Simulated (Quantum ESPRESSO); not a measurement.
Zr2WF2O6, finding a planted mistake in a log

Simulated, not a measurement. The program is pw.x of Quantum ESPRESSO 7.5 (plane-wave density functional theory). The cell is made up: 11 atoms on a rutile lattice with one site empty, with randomly drawn elements, strain and displacements, not relaxed. PseudoDojo standard norm-conserving files (v0.5 for PBE, v0.4.1 for LDA and PBEsol) set the functional; there is no spin polarisation, spin-orbit coupling or dispersion term, and the masses in the input are unused placeholders.

Intended input:

```
&control calculation='scf', pseudo_dir='./dojo.nc.sr.pbe.v0_5.standard.upf', outdir='./o', disk_io='medium', tprnfor=.true., tstress=.true. /
&system ibrav=0, nat=11, ntyp=4, nbnd=50, ecutwfc=84.00895049, nosym=.true., tot_charge=0,
 occupations='smearing', smearing='fd', degauss=0.0018374661
/
&electrons conv_thr=7.350e-09, electron_maxstep=60, /
ATOMIC_SPECIES
F 1.0 F.upf
O 1.0 O.upf
W 1.0 W.upf
Zr 1.0 Zr.upf
CELL_PARAMETERS angstrom
4.9849 0.0 0.0
0.0 4.9849 0.0
0.0 0.0 6.6533
ATOMIC_POSITIONS angstrom
Zr 0.047 0.0406 -0.0142
Zr -0.0618 -0.0624 3.2845
W 2.5005 2.5881 4.9764
F 1.5539 1.5772 -0.044
O 3.4356 3.4906 -0.0024
O 3.9805 1.0069 1.5629
F 0.9634 3.8698 1.7329
O 1.5394 1.4162 3.3787
O 3.4714 3.503 3.2775
O 3.9048 0.9285 5.0947
O 0.9085 4.0629 5.0011
K_POINTS automatic
5 5 4 1 1 1
```

The log is shortened where brackets say so; the opening notice, blank lines, dates and the lines on written files are dropped, and the path of the files is cut. It prints rydbergs, bohrs and kilobars, and counts compression as positive stress. Where no state is partly filled, the Fermi energy that it prints is only some level between the filled and the empty states on the mesh, and need not lie in the true gap.

Log of the intended run:

```
     Program PWSCF v.7.5
     Parallel version (MPI & OpenMP), running on       1 processor cores
     Number of MPI processes:                 1
     Threads/MPI process:                     1
     [start-up lines left out]
     bravais-lattice index     =            0
     lattice parameter (alat)  =       9.4201  a.u.
     unit-cell volume          =    1115.6979 (a.u.)^3
     number of atoms/cell      =           11
     number of atomic types    =            4
     number of electrons       =        88.00
     number of Kohn-Sham states=           50
     kinetic-energy cutoff     =      84.0090  Ry
     charge density cutoff     =     336.0358  Ry
     scf convergence threshold =      7.3E-09
     mixing beta               =       0.7000
     number of iterations used =            8  plain     mixing
     Exchange-correlation= PBE
                           (   1   4   3   4   0   0   0)
     [axes and pseudopotential details left out]
   Cartesian axes
     site n.     atom                  positions (alat units)
         1        Zr     tau(   1) = (   0.0094285   0.0081446  -0.0028486  )
         2        Zr     tau(   2) = (  -0.0123974  -0.0125178   0.6588898  )
         3        W      tau(   3) = (   0.5016149   0.5191879   0.9982949  )
         4        F      tau(   4) = (   0.3117214   0.3163955  -0.0088267  )
         5        O      tau(   5) = (   0.6892014   0.7002347  -0.0004815  )
         6        O      tau(   6) = (   0.7985115   0.2019900   0.3135269  )
         7        F      tau(   7) = (   0.1932637   0.7763044   0.3476298  )
         8        O      tau(   8) = (   0.3088126   0.2840980   0.6777869  )
         9        O      tau(   9) = (   0.6963831   0.7027222   0.6574856  )
        10        O      tau(  10) = (   0.7833256   0.1862625   1.0220265  )
        11        O      tau(  11) = (   0.1822504   0.8150414   1.0032498  )
     number of k points=    50  Fermi-Dirac smearing, width (Ry)=  0.0018
                       cart. coord. in units 2pi/alat
        k(    1) = (   0.1000000   0.1000000   0.0936547), wk =   0.0400000
        k(    2) = (   0.1000000   0.1000000   0.2809640), wk =   0.0400000
     [further k points left out]
     Dense  grid:   116161 G-vectors     FFT dimensions: (  60,  60,  75)
     Estimated max dynamical RAM per process >     185.60 MB
     Initial potential from superposition of free atoms
     starting charge      87.9947, renormalised to      88.0000
     Starting wfcs are   62 randomized atomic wfcs
     total cpu time spent up to now is       31.3 secs
     per-process dynamical memory:   110.0 Mb
     Self-consistent Calculation
     iteration #  1     ecut=    84.01 Ry     beta= 0.70
     Davidson diagonalization with overlap
     ethr =  1.00E-02,  avg # of iterations =  2.0
     total cpu time spent up to now is      115.7 secs
     total energy              =    -648.20472659 Ry
     estimated scf accuracy    <       6.23148734 Ry
     iteration #  2     ecut=    84.01 Ry     beta= 0.70
     Davidson diagonalization with overlap
     ethr =  7.08E-03,  avg # of iterations =  6.8
     total cpu time spent up to now is      243.0 secs
     total energy              =    -644.63127901 Ry
     estimated scf accuracy    <      62.83303494 Ry
     [iterations 3 to 18 left out]
     iteration # 19     ecut=    84.01 Ry     beta= 0.70
     Davidson diagonalization with overlap
     ethr =  2.55E-11,  avg # of iterations =  5.1
     total cpu time spent up to now is     1606.3 secs
     total energy              =    -651.88941315 Ry
     estimated scf accuracy    <       0.00000006 Ry
     iteration # 20     ecut=    84.01 Ry     beta= 0.70
     Davidson diagonalization with overlap
     ethr =  2.55E-11,  avg # of iterations =  2.1
     total cpu time spent up to now is     1695.9 secs
     End of self-consistent calculation
     [lines on levels left out]
     the Fermi energy is     6.1906 ev
!    total energy              =    -651.88941315 Ry
     estimated scf accuracy    <          2.9E-09 Ry
     smearing contrib. (-TS)   =      -0.00000000 Ry
     internal energy E=F+TS    =    -651.88941315 Ry
     The total energy is F=E-TS. E is the sum of the following terms:
     one-electron contribution =    -252.57370774 Ry
     hartree contribution      =     163.34510665 Ry
     xc contribution           =    -144.04070314 Ry
     ewald contribution        =    -418.62010893 Ry
     convergence has been achieved in  20 iterations
     Forces acting on atoms (cartesian axes, Ry/au):
     atom    1 type  4   force =    -0.12120752    0.02116650    0.11612639
     atom    2 type  4   force =    -0.02353562    0.08069231   -0.09099088
     atom    3 type  3   force =     0.07980458    0.02679303   -0.10657756
     atom    4 type  1   force =     0.00101558    0.00865582   -0.05894264
     atom    5 type  2   force =    -0.04186702   -0.04580841   -0.18250283
     atom    6 type  2   force =     0.11588421   -0.10752097    0.00086245
     atom    7 type  1   force =    -0.03382834    0.04723055   -0.01175720
     atom    8 type  2   force =     0.02721767    0.06114879    0.16601922
     atom    9 type  2   force =    -0.07220523   -0.06960030    0.19011785
     atom   10 type  2   force =    -0.02840851    0.07338233   -0.01647536
     atom   11 type  2   force =     0.09713021   -0.09613965   -0.00587943
     Total force =     0.484817     Total SCF correction =     0.000126
     Computing stress (Cartesian axis) and pressure
          total   stress  (Ry/bohr**3)                   (kbar)     P=     -216.01
  -0.00121226   0.00011930  -0.00022243         -178.33       17.55      -32.72
   0.00011930  -0.00124750  -0.00020558           17.55     -183.51      -30.24
  -0.00022243  -0.00020558  -0.00194537          -32.72      -30.24     -286.17
     init_run     :     29.12s CPU     31.23s WALL (       1 calls)
     electrons    :   1587.81s CPU   1664.61s WALL (       1 calls)
     forces       :     20.27s CPU     20.58s WALL (       1 calls)
     stress       :     67.04s CPU     69.52s WALL (       1 calls)
     [timing details left out]
     PWSCF        :  28m24.71s CPU  29m47.44s WALL
     JOB DONE.
```

A second run was made from an input with one planted mistake. Its log:

```
     Program PWSCF v.7.5
     Parallel version (MPI & OpenMP), running on       1 processor cores
     Number of MPI processes:                 1
     Threads/MPI process:                     1
     [start-up lines left out]
     bravais-lattice index     =            0
     lattice parameter (alat)  =       9.4201  a.u.
     unit-cell volume          =    1115.6979 (a.u.)^3
     number of atoms/cell      =           11
     number of atomic types    =            4
     number of electrons       =        88.00
     number of Kohn-Sham states=           50
     kinetic-energy cutoff     =      54.0215  Ry
     charge density cutoff     =     216.0860  Ry
     scf convergence threshold =      7.3E-09
     mixing beta               =       0.7000
     number of iterations used =            8  plain     mixing
     Exchange-correlation= PBE
                           (   1   4   3   4   0   0   0)
     [axes and pseudopotential details left out]
   Cartesian axes
     site n.     atom                  positions (alat units)
         1        Zr     tau(   1) = (   0.0094285   0.0081446  -0.0028486  )
         2        Zr     tau(   2) = (  -0.0123974  -0.0125178   0.6588898  )
         3        W      tau(   3) = (   0.5016149   0.5191879   0.9982949  )
         4        F      tau(   4) = (   0.3117214   0.3163955  -0.0088267  )
         5        O      tau(   5) = (   0.6892014   0.7002347  -0.0004815  )
         6        O      tau(   6) = (   0.7985115   0.2019900   0.3135269  )
         7        F      tau(   7) = (   0.1932637   0.7763044   0.3476298  )
         8        O      tau(   8) = (   0.3088126   0.2840980   0.6777869  )
         9        O      tau(   9) = (   0.6963831   0.7027222   0.6574856  )
        10        O      tau(  10) = (   0.7833256   0.1862625   1.0220265  )
        11        O      tau(  11) = (   0.1822504   0.8150414   1.0032498  )
     number of k points=    50  Fermi-Dirac smearing, width (Ry)=  0.0018
                       cart. coord. in units 2pi/alat
        k(    1) = (   0.1000000   0.1000000   0.0936547), wk =   0.0400000
        k(    2) = (   0.1000000   0.1000000   0.2809640), wk =   0.0400000
     [further k points left out]
     Dense  grid:    59791 G-vectors     FFT dimensions: (  45,  45,  60)
     Estimated max dynamical RAM per process >      98.77 MB
     Check: negative core charge=   -0.000073
     Initial potential from superposition of free atoms
     starting charge      87.9947, renormalised to      88.0000
     Starting wfcs are   62 randomized atomic wfcs
     total cpu time spent up to now is       18.2 secs
     per-process dynamical memory:    59.5 Mb
     Self-consistent Calculation
     iteration #  1     ecut=    54.02 Ry     beta= 0.70
     Davidson diagonalization with overlap
     ethr =  1.00E-02,  avg # of iterations =  2.0
     total cpu time spent up to now is       52.6 secs
     total energy              =    -648.14298998 Ry
     estimated scf accuracy    <       5.96763254 Ry
     iteration #  2     ecut=    54.02 Ry     beta= 0.70
     Davidson diagonalization with overlap
     ethr =  6.78E-03,  avg # of iterations =  6.4
     total cpu time spent up to now is      116.9 secs
     total energy              =    -644.53720142 Ry
     estimated scf accuracy    <      61.77711642 Ry
     [iterations 3 to 19 left out]
     iteration # 20     ecut=    54.02 Ry     beta= 0.70
     Davidson diagonalization with overlap
     ethr =  4.65E-11,  avg # of iterations =  2.0
     total cpu time spent up to now is      703.6 secs
     total energy              =    -651.65525348 Ry
     estimated scf accuracy    <       0.00000001 Ry
     iteration # 21     ecut=    54.02 Ry     beta= 0.70
     Davidson diagonalization with overlap
     ethr =  1.17E-11,  avg # of iterations =  2.0
     total cpu time spent up to now is      730.8 secs
     End of self-consistent calculation
     [lines on levels left out]
     the Fermi energy is     6.1972 ev
!    total energy              =    -651.65525348 Ry
     estimated scf accuracy    <          3.3E-09 Ry
     smearing contrib. (-TS)   =      -0.00000000 Ry
     internal energy E=F+TS    =    -651.65525348 Ry
     The total energy is F=E-TS. E is the sum of the following terms:
     one-electron contribution =    -252.11139042 Ry
     hartree contribution      =     163.02415639 Ry
     xc contribution           =    -143.94791052 Ry
     ewald contribution        =    -418.62010894 Ry
     convergence has been achieved in  21 iterations
     Forces acting on atoms (cartesian axes, Ry/au):
     atom    1 type  4   force =    -0.12123817    0.02122318    0.11602830
     atom    2 type  4   force =    -0.02405425    0.08038094   -0.09088900
     atom    3 type  3   force =     0.07988814    0.02705563   -0.10658533
     atom    4 type  1   force =     0.00052164    0.00931141   -0.05819630
     atom    5 type  2   force =    -0.04207263   -0.04655503   -0.18244694
     atom    6 type  2   force =     0.11522818   -0.10707178    0.00114107
     atom    7 type  1   force =    -0.03356875    0.04679655   -0.01176087
     atom    8 type  2   force =     0.02721794    0.06091499    0.16522290
     atom    9 type  2   force =    -0.07132796   -0.06889827    0.18909686
     atom   10 type  2   force =    -0.02722220    0.07323083   -0.01652473
     atom   11 type  2   force =     0.09662807   -0.09638845   -0.00508598
     Total force =     0.483380     Total SCF correction =     0.000122
     Computing stress (Cartesian axis) and pressure
          total   stress  (Ry/bohr**3)                   (kbar)     P=     -398.77
  -0.00245732   0.00011254  -0.00022665         -361.48       16.56      -33.34
   0.00011254  -0.00249012  -0.00021385           16.56     -366.31      -31.46
  -0.00022665  -0.00021385  -0.00318499          -33.34      -31.46     -468.53
     init_run     :     16.79s CPU     18.10s WALL (       1 calls)
     electrons    :    681.84s CPU    712.68s WALL (       1 calls)
     forces       :      5.66s CPU      5.76s WALL (       1 calls)
     stress       :     21.79s CPU     21.93s WALL (       1 calls)
     [timing details left out]
     PWSCF        :  12m 6.38s CPU  12m39.10s WALL
     JOB DONE.
```

Question: what was wrong in the second input?

Answer: the plane-wave cutoff is too low. The input lines that differ, file-writing options aside:

```
- &system ibrav=0, nat=11, ntyp=4, nbnd=50, ecutwfc=84.00895049, nosym=.true., tot_charge=0,
+ &system ibrav=0, nat=11, ntyp=4, nbnd=50, ecutwfc=54.02150360, nosym=.true., tot_charge=0,
```

```
                                            intended run  run with the mistake
                          free energy (eV)     -8869.407             -8866.221
                    smearing term -TS (eV)        0.0000                0.0000
                            pressure (GPa)        -21.60                -39.88
            largest force component (eV/Å)         4.888                 4.862
largest change of a force component (eV/Å)                               0.031
                                iterations            20                    21
```

For scale, a rerun of the intended cell at a cutoff of 1467 eV and k mesh 7 x 7 x 6 moved values by no more than 0.005 eV in energy, 0.02 GPa in stress and 0.002 eV/Å in force.